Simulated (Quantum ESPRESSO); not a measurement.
# Computed records: ZnGa₂F₈ (made-up cell, one site empty)

Calculation on a made-up crystal cell, not a measurement: periodic Kohn-Sham density functional theory in plane waves with PseudoDojo standard norm-conserving scalar-relativistic pseudopotentials, each functional with its own files (v0.5 for PBE, v0.4.1 for LDA and PBEsol), no spin polarisation, no spin-orbit coupling, atoms not relaxed, stress positive in tension, energies less a fixed whole-eV offset for each atom's element; levels are Kohn-Sham levels at fractions of this cell's reciprocal vectors, counted from the reference band (half the neutral cell's valence electrons, rounded up) at Gamma; error bars cover cutoff and k-mesh only, not smearing or the files; each bar is the largest change over components, and at least 0.002 eV, 0.002 eV per angstrom or 0.02 GPa; added strain carries the atoms with the cell, and shear is the tensor component; no dispersion term; energies are for the whole cell, and the offsets were chosen from early runs and are not element reference energies. Program: Quantum ESPRESSO 7.5.

Settings shared by all entries: lattice type rutile, doubled along c; empty site 4; functional pbe; cutoff 1143 eV; fermi dirac smearing 0.025 eV; scf tolerance 1e-07 eV; electrons removed 0; added strain kind biaxial xx and yy; k mesh 5 x 5 x 4, shifted by half a step.

(1) 
```cif
# cell vector a (Å): 4.8128 0.0000 0.0000
# cell vector b (Å): 0.0000 4.8128 0.0000
# cell vector c (Å): 0.0000 0.0000 6.3609
data_ZnGa2F8
_symmetry_space_group_name_H-M 'P 1'
_symmetry_Int_Tables_number 1
_cell_length_a 4.8128
_cell_length_b 4.8128
_cell_length_c 6.3609
_cell_angle_alpha 90.000
_cell_angle_beta 90.000
_cell_angle_gamma 90.000
_cell_volume 147.34
loop_
_atom_site_label
_atom_site_type_symbol
_atom_site_fract_x
_atom_site_fract_y
_atom_site_fract_z
_atom_site_occupancy
Zn1 Zn 0.01752 0.99269 0.98436 1
Ga1 Ga 0.50613 0.50384 0.24517 1
Ga2 Ga 0.00025 0.99028 0.50255 1
F1 F 0.30568 0.30535 0.99561 1
F2 F 0.69220 0.70153 0.99843 1
F3 F 0.80841 0.20676 0.24635 1
F4 F 0.19342 0.79355 0.24231 1
F5 F 0.30903 0.30600 0.50513 1
F6 F 0.67690 0.70310 0.50336 1
F7 F 0.80099 0.20470 0.74791 1
F8 F 0.17778 0.80824 0.74854 1
_calc_added_strain -0.0137
_calc_structure_shown 'before the added strain of -0.0137'
_calc_pressure ?
_calc_stress_zz ?
_calc_stress_xx ?
```

Atoms:
| atoms element | atom site | atom energy offset (eV) |
| --- | --- | --- |
| Zn | 1 | -5687 |
| Ga | 2 | -2080 |
| Ga | 3 | -2080 |
| F | 5 | -677 |
| F | 6 | -677 |
| F | 7 | -677 |
| F | 8 | -677 |
| F | 9 | -677 |
| F | 10 | -677 |
| F | 11 | -677 |
| F | 12 | -677 |

(2) 
```cif
# cell vector a (Å): 4.8128 0.0000 0.0000
# cell vector b (Å): 0.0000 4.8128 0.0000
# cell vector c (Å): 0.0000 0.0000 6.3609
data_ZnGa2F8
_symmetry_space_group_name_H-M 'P 1'
_symmetry_Int_Tables_number 1
_cell_length_a 4.8128
_cell_length_b 4.8128
_cell_length_c 6.3609
_cell_angle_alpha 90.000
_cell_angle_beta 90.000
_cell_angle_gamma 90.000
_cell_volume 147.34
loop_
_atom_site_label
_atom_site_type_symbol
_atom_site_fract_x
_atom_site_fract_y
_atom_site_fract_z
_atom_site_occupancy
Zn1 Zn 0.01752 0.99269 0.98436 1
Ga1 Ga 0.50613 0.50384 0.24517 1
Ga2 Ga 0.00025 0.99028 0.50255 1
F1 F 0.30568 0.30535 0.99561 1
F2 F 0.69220 0.70153 0.99843 1
F3 F 0.80841 0.20676 0.24635 1
F4 F 0.19342 0.79355 0.24231 1
F5 F 0.30903 0.30600 0.50513 1
F6 F 0.67690 0.70310 0.50336 1
F7 F 0.80099 0.20470 0.74791 1
F8 F 0.17778 0.80824 0.74854 1
_calc_added_strain -0.0027
_calc_structure_shown 'before the added strain of -0.0027'
_calc_stress_xy ?
```

Atoms:
| atoms element | atom site | atom energy offset (eV) |
| --- | --- | --- |
| Zn | 1 | -5687 |
| Ga | 2 | -2080 |
| Ga | 3 | -2080 |
| F | 5 | -677 |
| F | 6 | -677 |
| F | 7 | -677 |
| F | 8 | -677 |
| F | 9 | -677 |
| F | 10 | -677 |
| F | 11 | -677 |
| F | 12 | -677 |

Q: Give the missing pressure for ZnGa₂F₈ (made-up cell, one site empty) (entry 1).
A: -9.651 GPa

Q: ZnGa₂F₈ (made-up cell, one site empty) (entry 1): stress zz?
A: 15.06 GPa

Q: ZnGa₂F₈ (made-up cell, one site empty) (entry 1): stress xx?
A: 6.863 GPa

Q: ZnGa₂F₈ (made-up cell, one site empty) (entry 2): stress xy?
A: 3.763 GPa

Further results for ZnGa₂F₈ (made-up cell, one site empty) (entry 1):

```
free energy less offsets : 39.06 eV
scf iterations           : 11
smearing term minus ts   : 0 eV
stress yy                : 7.025 GPa
stress yz                : -0.3849 GPa
stress xz                : -0.1345 GPa
stress xy                : 3.788 GPa
reference band           : 51
error bar energy         : 0.003448 eV
error bar stress         : 0.02 GPa
error bar force          : 0.002 eV/Å
error bar next band up   : 0.002 eV
error bars from          : tighter rerun of a related cell
```

Forces:
| site | x (eV/Å) | y (eV/Å) | z (eV/Å) |
| --- | --- | --- | --- |
| 1 | -0.7708 | 0.7407 | -0.6201 |
| 2 | -0.04092 | -0.3164 | -1.022 |
| 3 | -0.3755 | 0.8034 | 2.426 |
| 5 | 0.4492 | 0.4038 | 2.07 |
| 6 | -0.3599 | -0.3433 | 2.079 |
| 7 | -0.04159 | -0.08538 | 0.9098 |
| 8 | 0.01485 | 0.01595 | 1.226 |
| 9 | -0.6144 | -0.6632 | -1.82 |
| 10 | 0.7667 | 0.5105 | -1.715 |
| 11 | 1.039 | -1.103 | -1.457 |
| 12 | -0.06684 | 0.03694 | -2.076 |

Levels:
| level k point | next band up (eV) |
| --- | --- |
| Gamma | 2.193 |
| (1/2,1/2,1/2) | 4.059 |
| (0.15,0,0) | 2.449 |
| (0,0.15,0) | 2.445 |
| (0,0,0.15) | 2.338 |

Further results for ZnGa₂F₈ (made-up cell, one site empty) (entry 2):

```
free energy less offsets : 39.22 eV
scf iterations           : 12
smearing term minus ts   : 0 eV
pressure                 : -10.99 GPa
stress xx                : 8.474 GPa
stress yy                : 8.662 GPa
stress zz                : 15.83 GPa
stress yz                : -0.3685 GPa
stress xz                : -0.1278 GPa
reference band           : 51
error bar energy         : 0.003448 eV
error bar stress         : 0.02 GPa
error bar force          : 0.002 eV/Å
error bar next band up   : 0.002 eV
error bars from          : tighter rerun of a related cell
```

Forces:
| site | x (eV/Å) | y (eV/Å) | z (eV/Å) |
| --- | --- | --- | --- |
| 1 | -0.7386 | 0.745 | -0.5796 |
| 2 | -0.03138 | -0.311 | -0.9938 |
| 3 | -0.3896 | 0.7854 | 2.313 |
| 5 | 0.42 | 0.3697 | 2.072 |
| 6 | -0.3487 | -0.3457 | 2.094 |
| 7 | -0.03244 | -0.09841 | 0.8926 |
| 8 | -0.0004858 | 0.0404 | 1.192 |
| 9 | -0.6016 | -0.6498 | -1.824 |
| 10 | 0.7704 | 0.5049 | -1.73 |
| 11 | 1.14 | -1.207 | -1.422 |
| 12 | -0.1872 | 0.1662 | -2.015 |

Levels:
| level k point | next band up (eV) |
| --- | --- |
| Gamma | 2.149 |
| (1/2,1/2,1/2) | 3.961 |
| (0.15,0,0) | 2.398 |
| (0,0.15,0) | 2.394 |
| (0,0,0.15) | 2.293 |
